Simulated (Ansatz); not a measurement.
Input file for Ansatz (a first-principles code):

Ansatz 0.2 input:
```yaml
crystal:
  lattice:
    - [5.3190850621, 0.0, 0.0]
    - [0.0, 5.3190850621, 0.0]
    - [0.0, 0.0, 5.3190850621]
  atoms:
    - { symbol: Nb, position: [0.25, 0.0, 0.5] }
    - { symbol: Nb, position: [0.75, 0.0, 0.5] }
    - { symbol: Nb, position: [0.5, 0.75, 0.0] }
    - { symbol: Nb, position: [0.5, 0.25, 0.0] }
    - { symbol: Nb, position: [0.0, 0.5, 0.75] }
    - { symbol: Nb, position: [0.0, 0.5, 0.25] }
    - { symbol: Sn, position: [0.0, 0.0, 0.0] }
    - { symbol: Sn, position: [0.5, 0.5, 0.5] }
kpoints:
  mp_grid: { grid: [6, 6, 6] }
  band_path:
    path:
      - [[0.0, 0.0, 0.0], [0.0, 0.5, 0.0], [0.5, 0.5, 0.0], [0.0, 0.0, 0.0], [0.5, 0.5, 0.5], [0.0, 0.5, 0.0]]  # Γ-X-M-Γ-R-X
      - [[0.5, 0.5, 0.5], [0.5, 0.5, 0.0]]  # R-M
    npoints: 12
basis: { xc_grid: 2 }
hamiltonian:
  xc: pbe
  pseudopotentials: { kind: paw }
magnetization: { noncollinear: true, spin_orbit: true }
scf:
  n_extra_bands: 16
  convergence: { dr2_threshold: 0.0000000001 }
  occupations: { method: gaussian, width: 0.05 }
output: { eigenvalues: true }
```

Output (shortened):

```
Pseudopotential: Nb, paw_fr, valence charge 13
Pseudopotential: Sn, paw_fr, valence charge 14
Functional definition: PBE
non-collinear run that drives no moment, with spin-orbit …
Crystal: 8 atoms, lattice volume = 150.491 Å³
Basis set: ecut = 420 eV, 2945 PW (Γ), exchange–correlation on 72×72×72 points (8 copies of the dense FFT grid, shifted against one another)
Bands: 122, of which v1, the nominal top of the filled ones, is band 106 counted from 1 (105 counted from 0)
Symmetry: 48 space group operations + 48 with time reversal
k-points: 20 of 216
Projection manifold: j_resolved (fully-relativistic pseudo-atomic orbitals)
SCF iter   1: F=—  HF=-39376.412593 eV  |F-HF|=—  |Δ(HF+E_count)|=         —  Δρ=6.58e-2  dr2=7.20e0  dr2_m=0.00e0 (ungated)  ethr=3.10e-3  |M|=0.00e0 ∫|m|=0.00e0 μB  |m|>n=0.0e0 m-floor=0.0e0 τ_xc=0.0e0  β_m=0.30  ⟨swp⟩=6.3  Hψ=5737  notcnv=0  defer=24
preconditioner: auto → Kerker (q_TF=auto, 2.573 Å⁻¹)
spin=Noncollinear: Kerker preconditioning applied to the charge; magnetization (m_x, m_y, m_z) channels mix plain (no charge-response kernel on spin).
SCF iter   2: F=—  HF=-39375.159599 eV  |F-HF|=—  |Δ(HF+E_count)|=    1.25e0  Δρ=4.93e-2  dr2=3.93e0  dr2_m=0.00e0 (ungated)  ethr=3.10e-3  |M|=0.00e0 ∫|m|=0.00e0 μB  |m|>n=0.0e0 m-floor=0.0e0 τ_xc=0.0e0  β_m=0.65  ⟨swp⟩=2.0  Hψ=1491  notcnv=0  defer=148
SCF iter   3: F=—  HF=-39373.857801 eV  |F-HF|=—  |Δ(HF+E_count)|=    1.30e0  Δρ=7.68e-3  dr2=1.02e-1  dr2_m=0.00e0 (ungated)  ethr=3.10e-3  |M|=0.00e0 ∫|m|=0.00e0 μB  |m|>n=0.0e0 m-floor=0.0e0 τ_xc=0.0e0  β_m=0.78  ⟨swp⟩=2.8  Hψ=2208  notcnv=0  defer=148
SCF iter   4: F=—  HF=-39373.838800 eV  |F-HF|=—  |Δ(HF+E_count)|=   1.90e-2  Δρ=1.75e-3  dr2=5.94e-3  dr2_m=0.00e0 (ungated)  ethr=9.60e-5  |M|=0.00e0 ∫|m|=0.00e0 μB  |m|>n=0.0e0 m-floor=0.0e0 τ_xc=0.0e0  β_m=0.81  ⟨swp⟩=2.0  Hψ=1688  notcnv=0  defer=148
SCF iter   5: F=—  HF=-39373.836353 eV  |F-HF|=—  |Δ(HF+E_count)|=   2.45e-3  Δρ=4.29e-4  dr2=3.95e-4  dr2_m=0.00e0 (ungated)  ethr=5.60e-6  |M|=0.00e0 ∫|m|=0.00e0 μB  |m|>n=0.0e0 m-floor=0.0e0 τ_xc=0.0e0  β_m=0.90  ⟨swp⟩=2.1  Hψ=1866  notcnv=0  defer=142
SCF iter   6: F=—  HF=-39373.836242 eV  |F-HF|=—  |Δ(HF+E_count)|=   1.11e-4  Δρ=8.81e-5  dr2=1.05e-5  dr2_m=0.00e0 (ungated)  ethr=3.72e-7  |M|=0.00e0 ∫|m|=0.00e0 μB  |m|>n=0.0e0 m-floor=0.0e0 τ_xc=0.0e0  β_m=0.95  ⟨swp⟩=2.0  Hψ=1721  notcnv=0  defer=142
SCF iter   7: F=—  HF=-39373.836244 eV  |F-HF|=—  |Δ(HF+E_count)|=   2.07e-6  Δρ=1.22e-5  dr2=2.06e-7  dr2_m=0.00e0 (ungated)  ethr=9.93e-9  |M|=0.00e0 ∫|m|=0.00e0 μB  |m|>n=0.0e0 m-floor=0.0e0 τ_xc=0.0e0  β_m=0.98  ⟨swp⟩=2.0  Hψ=1534  notcnv=0  defer=142
SCF iter   8: F=—  HF=-39373.836374 eV  |F-HF|=—  |Δ(HF+E_count)|=   1.29e-4  Δρ=1.85e-6  dr2=3.14e-9  dr2_m=0.00e0 (ungated)  ethr=1.95e-10  |M|=0.00e0 ∫|m|=0.00e0 μB  |m|>n=0.0e0 m-floor=0.0e0 τ_xc=0.0e0  β_m=0.99  ⟨swp⟩=2.5  Hψ=1880  notcnv=0  defer=142
SCF iter  10: F=-39373.836374 eV  HF=-39373.836374 eV  |F-HF|=2.18e-11  |Δ(HF+E_count)|=  3.64e-11  Δρ=7.66e-8  dr2=7.67e-12  dr2_m=0.00e0 (ungated)  ethr=1.00e-12  |M|=0.00e0 ∫|m|=0.00e0 μB  |m|>n=0.0e0 m-floor=0.0e0 τ_xc=0.0e0  ⟨swp⟩=10.2  Hψ=3673  notcnv=0
SCF 1 converged in 10 iterations: F = -39373.836374 eV  dr2 = 7.67e-12
NSCF: frozen V_eff on 74 k-points
SCF converged after 10 iterations
Magnetization: |M| = 0.0000 μB,  M = (+0.0000, +0.0000, +0.0000) μB
Absolute magnetization: 0.0000 μB (∫|m|)
  site 0: m = (+0.0000, +0.0000, +0.0000) μB, |m| = 0.0000 μB  (R = 1.10 Å)
  site 1: m = (+0.0000, +0.0000, +0.0000) μB, |m| = 0.0000 μB  (R = 1.10 Å)
  site 2: m = (+0.0000, +0.0000, +0.0000) μB, |m| = 0.0000 μB  (R = 1.10 Å)
  site 3: m = (+0.0000, +0.0000, +0.0000) μB, |m| = 0.0000 μB  (R = 1.10 Å)
  site 4: m = (+0.0000, +0.0000, +0.0000) μB, |m| = 0.0000 μB  (R = 1.10 Å)
  site 5: m = (+0.0000, +0.0000, +0.0000) μB, |m| = 0.0000 μB  (R = 1.10 Å)
  site 6: m = (+0.0000, +0.0000, +0.0000) μB, |m| = 0.0000 μB  (R = 1.23 Å)
  site 7: m = (+0.0000, +0.0000, +0.0000) μB, |m| = 0.0000 μB  (R = 1.23 Å)
Free energy (F): -39373.836374 eV
Harris-Foulkes:  -39373.836374 eV  (|F-HF|=2.18e-11)
Internal energy: -39373.816549 eV  (E = F + TS)
E sigma→0 (E₀):  -39373.826461 eV
Entropy (-TS):   -0.019825 eV (-2.478 meV/atom)
Fermi energy:    16.873970 eV
--- Per-component energies (eV) ---
  E_band       = -478.277237
  E_kinetic    = 2744.038900
  E_local      = -5485.367797  (includes V_loc(G=0)·N_el)
  E_nonlocal   = 657.112729
  E_hartree    = 2222.820307
  E_xc         = -1818.101319
  E_vxc        = -1470.140837  (∫ρ·V_xc dr)
  E_paw        = -26731.484786  (= ΣΔE_a)
  E_vpaw       = -1369.560786  (= ΣTr[D̂ρ^β])
  E_aug_tail   = 0.000050  (compensation charges beyond the density's cutoff)
  E_ewald      = -10962.834633
  E_smearing   = -0.019825  (= −TS)
  E_closure    =  0.000000  (closes the sum)
  Σ components = -39373.836374   (vs F -39373.836374, Δ=0.00e0)
  [band-id]    e_kinetic+e_local+e_nonlocal+2·e_hartree+e_vxc+e_vpaw+e_augmentation_tail = -478.277126   (vs E_band -478.277237, Δ=1.11e-4)
--- Band table (eV; the first three rows and the last of 20) ---
  k-point 0: bands = ["-37.7000", "-37.7000", "-37.6333", "-37.6333", "-37.6333", "-37.6333", "-37.4253", "-37.4253", "-37.4253", "-37.4253", "-37.4253", "-37.4253", "-15.4154", "-15.4154", "-15.4154", "-15.4154", "-15.3704", "-15.3704", "-15.0485", …
  k-point 1: bands = ["-37.6926", "-37.6926", "-37.6366", "-37.6366", "-37.6227", "-37.6227", "-37.4408", "-37.4408", "-37.4253", "-37.4253", "-37.4253", "-37.4253", "-15.4137", "-15.4137", "-15.3967", "-15.3967", "-15.3444", "-15.3444", "-15.0554", …
  k-point 2: bands = ["-37.6763", "-37.6763", "-37.6460", "-37.6460", "-37.5894", "-37.5894", "-37.4824", "-37.4824", "-37.4253", "-37.4253", "-37.4253", "-37.4253", "-15.4091", "-15.4091", "-15.3959", "-15.3959", "-15.2410", "-15.2410", "-15.0805", …
  k-point 19: bands = ["-37.5419", "-37.5419", "-37.5419", "-37.5419", "-37.5419", "-37.5419", "-37.5419", "-37.5419", "-37.5419", "-37.5419", "-37.5419", "-37.5419", "-15.1146", "-15.1146", "-15.1146", "-15.1146", "-15.1118", "-15.1118", "-15.1118", …
```

Cost: around 5 core-minutes (rough) on shared cores.

Space group Pm-3n (A15 (Cr3Si type)). The cell was relaxed with PBE under the symmetry of its start. The run is not spin-polarised.

Potentials: the later of the program's two PAW sets.

Ansatz is a plane-wave DFT program.
